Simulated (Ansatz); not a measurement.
GaAs in space group P4/mmm (No. 123; Ga on 1b, As on 1a) under volume change, PBEsol (plane waves, PAW; program Ansatz), shape and atoms relaxed at each volume.

```
V (Å³/atom)  E − E(relaxed) (meV/atom)  P (GPa)
-----------  -------------------------  -------
17.479                            42.6     8.61
18.056                            17.9     5.25
18.632                             4.2     2.42
19.208                             0.0     0.00
19.784                             3.8    -2.03
20.361                            14.2    -3.73
20.937                            30.3    -5.19
```

**Question.** What does a third-order Birch–Murnaghan fit give for V₀, B₀ and B′?

**Answer.** V₀ = 19.21 Å³/atom, B₀ = 73.4 GPa, B′ = 4.6.

The workflow started from a Materials Project entry (that database holds measured and hypothetical structures alike); the Crystallography Open Database copy checked does not list it. It is not the phase usual at ambient conditions (space group No. 216). The cell was relaxed with PBEsol under the symmetry of its start; whether a distortion lowers the energy is not shown.

Potentials: the earlier of the program's two PAW sets. The files were generated under PBE; for other functionals the program regenerates the frozen cores, and for LDA and PBEsol the local potential too.
